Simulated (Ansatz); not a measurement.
**A vibration from a frozen displacement in BaTiO₃**

Level of theory: DFT PBE, scalar-relativistic, plane waves, PAW (Ansatz 0.2.0). The runs took a 420 eV cutoff, a Γ-centred 8×8×8 mesh and Gaussian smearing (0.05 eV). Spin–orbit coupling is left out, which matters for the heavy elements here. No spin polarisation. Energies are free energies at this smearing, counted from the undisturbed cell; pressure is positive in compression.

The starting cell (relaxed at this level; it needn't be the usual structure):

```
Ba Ti O
1.0
     4.01923    0.00000    0.00000
     0.00000    4.01923    0.00000
     0.00000    0.00000    4.01928
Ba Ti O
1 1 3
Direct
  0.00000 0.00000 0.00000
  0.50000 0.50000 0.50000
  0.50000 0.50000 0.00000
  0.50000 0.00000 0.50000
  0.00000 0.50000 0.50000
```

Atom 2 (Ti) is moved by x along the Cartesian unit vector (1.000, 0.000, 0.000); the cell and all other atoms stay fixed. The cell's volume is 64.93 Å³; the moved atoms weigh 47.867 u together and the others 185.324 u. Some rows repeat others by symmetry and weren't run.

| x (Å) | ΔE (meV/cell) | total force on the moved atoms along the move (eV/Å) | pressure (GPa) |
| --- | --- | --- | --- |
| -0.1000 | -2.38 | 0.0419 | 0.5258 |
| -0.0833 | -2.62 | -0.0095 | 0.3629 |
| -0.0667 | -2.20 | -0.0377 | 0.2320 |
| -0.0500 | -1.47 | -0.0465 | 0.1307 |
| -0.0333 | -0.73 | -0.0399 | 0.0589 |
| -0.0167 | -0.19 | -0.0228 | 0.0163 |
| 0.0000 | 0.00 | 0.0000 | 0.0020 |
| 0.0167 | -0.19 | 0.0228 | 0.0163 |
| 0.0333 | -0.73 | 0.0399 | 0.0589 |
| 0.0500 | -1.47 | 0.0465 | 0.1307 |
| 0.0667 | -2.20 | 0.0377 | 0.2320 |
| 0.0833 | -2.62 | 0.0095 | 0.3629 |
| 0.1000 | -2.38 | -0.0419 | 0.5258 |

Q: What frequency belongs to this motion?

A: The force constant is k = −dF/dx = -1.365 eV/Å², from the parabola through x = -0.0167, 0 and 0.0167. In every cell the moved atoms swing against the rest, so the mass is μ = m₁m₂/(m₁ + m₂) = 38.041 u, and ν̃ = 521.5 cm⁻¹ × √(|k|/μ) = 99i cm⁻¹. The pattern needn't be a normal mode: ν̃² is then a weighted mean of the squared nonzero frequencies at the zone centre of this cell, taken without macroscopic field, so it lies between the lowest and the highest of them, and at least one of them is imaginary.

Q: Where does the displacement stop?

A: The energy turns up again: a parabola through the lowest point and its two neighbours puts the minimum at x ≈ -0.09 Å, 3 meV a cell below the start. A quartic well E = kx²/2 + bx⁴ through that position would be −kx₀²/4 = 3 meV deep. For scale, k_BT is 26 meV at 300 K, but cells are coupled, so the depth doesn't fix a transition temperature; relaxing the other atoms and the cell can only lower the minimum further below this start.

Cost: 7 runs of about 2.6 core-minutes in all, on AMD EPYC 7R43 (Zen 3) (shared hosts).